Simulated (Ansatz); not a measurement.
# KNiF$_{3}$: do energies and stresses tell the same story?

These are results of Ansatz, DFT PBEsol, scalar-relativistic, plane waves, PAW, not measurements.

Cutoff 420 eV; k points 10×10×10 on the computed 5-atom cell (Γ-centred); Gaussian smearing, width 0.02 eV; collinear spin from starting moments 0 1.84 0 0 0 μB.

Relaxed cell: Pm-3m, a = 4.001 Å, b = 4.001 Å, c = 4.001 Å, α = 90.00°, β = 90.00°, γ = 90.00°, 5 atoms in the primitive cell. Whether it is the stable form of this composition wasn't checked.

Energies at zero smearing and pressures from the stress tensor, at volumes with shape and atoms relaxed:
| V (Å³/atom) | E − E(first) (meV/atom) | P (GPa) |
| --- | --- | --- |
| 11.270 | 0.00 | 14.83 |
| 11.654 | -29.76 | 10.12 |
| 12.038 | -49.14 | 6.16 |
| 12.422 | -59.85 | 2.84 |
| 12.807 | -63.22 | 0.04 |
| 13.191 | -60.41 | -2.32 |
| 13.575 | -52.39 | -4.30 |
| 14.087 | -35.04 | -6.46 |

Task: Check P = −dE/dV between neighbouring volumes, and get the bulk modulus from the pressures alone.

Result: With 1 eV/Å³ = 160.2 GPa:
| middle V (Å³/atom) | −ΔE/ΔV (GPa) | mean P (GPa) |
| --- | --- | --- |
| 11.462 | 12.412 | 12.476 |
| 11.846 | 8.079 | 8.142 |
| 12.230 | 4.467 | 4.501 |
| 12.615 | 1.405 | 1.439 |
| 12.999 | -1.172 | -1.139 |
| 13.383 | -3.342 | -3.310 |
| 13.831 | -5.428 | -5.382 |

The two differ by 0.06 GPa at most. The mean of two end pressures misses the average over a step by about ΔV² P″/12, up to 0.07 GPa here; with that taken off 0.02 GPa remains. Around V = 12.807 Å³/atom, the two neighbours give B = −V ΔP/ΔV = 12.807 × 5.16 / 0.768 = 85.9 GPa, against B0 = 85.3 GPa from the Birch–Murnaghan fit of the energies.

The cell holds one magnetic atom, so it can only be ferromagnetic; an antiferromagnetic order may lie lower.

Only this magnetic start was tried.

Symmetry holds off the tilts and polar distortions that many cubic perovskites undergo.